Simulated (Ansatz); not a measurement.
Values for one crystal, relaxed and computed with the program Ansatz at the PBEsol level (PAW); other levels are named.

* **Volume per atom**: 27.84 Å³
* **Electronic character**: metallic (no gap)
* **Mechanical stability**: stable (all eigenvalues of C positive)
* **Young's modulus**: 34.3 GPa
* **Density of states at the Fermi level**: 0.41 states/eV per atom (mean over ±0.08 eV)
* **Pressure derivative B′**: 5.2
* **Formation energy from the elements (no fitted shifts)**: 0.006 eV/atom

Q: Which compound is it?
(A) In2Bi, P6_3/mmc (In on 2a, In on 2d, Bi on 2c)
(B) ScAl3, Cu3Au type
(C) InHg, R-3m (In on 3b, Hg on 3a)
(D) AlNi3, Cu3Au type

A: A, In2Bi, P6_3/mmc (In on 2a, In on 2d, Bi on 2c)

The workflow started from a Materials Project entry (that database holds measured and hypothetical structures alike); the Crystallography Open Database files this formula in space group No. 194, but the cells were not matched. Whether it is the stable phase at ambient conditions was not checked. Symmetry was held in the PBEsol relaxation; of distortions, only those at the zone centre were tested. On the denser mesh and wider smearing of the elastic run this cell carries a stress of 0.3 GPa. The references are the lowest solids computed at this level, not always the standard phases. Spin–orbit coupling is left out wherever it is not named.

Potentials: the later of the program's two PAW sets.
